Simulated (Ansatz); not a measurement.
Hf (hcp (Mg type), P6_3/mmc) at seven volumes, the program Ansatz at the r²SCAN level (PAW), shape and atoms relaxed at each. One row is withheld.

| V (Å³/atom) | P (GPa) |
|---|---|
| 20.334 | 12.22 |
| 21.004 | 7.61 |
| 21.675 | 3.55 |
| 22.345 | 0.00 |
| 23.016 | ? |
| 23.686 | -5.83 |
| 24.356 | -8.23 |

Task: Fit the shown pressures and predict the withheld one.

Result: P = (3/2)B₀(x^(7/2) − x^(5/2))[1 + (3/4)(B′ − 4)(x − 1)] with x = (V₀/V)^(2/3). Least squares on the six rows gives V₀ = 22.346 Å³/atom, B₀ = 111 GPa, B′ = 3.38. At V = 23.016, x = 0.9805 and P = -3.12 GPa. The run itself gave -3.10 GPa.

Symmetry was held in the r²SCAN relaxation; of distortions, only those at the zone centre were tested. The run is not spin-polarised. Scalar-relativistic: spin–orbit coupling is off unless named, which matters more the heavier the elements.

Potentials: the earlier of the program's two PAW sets.
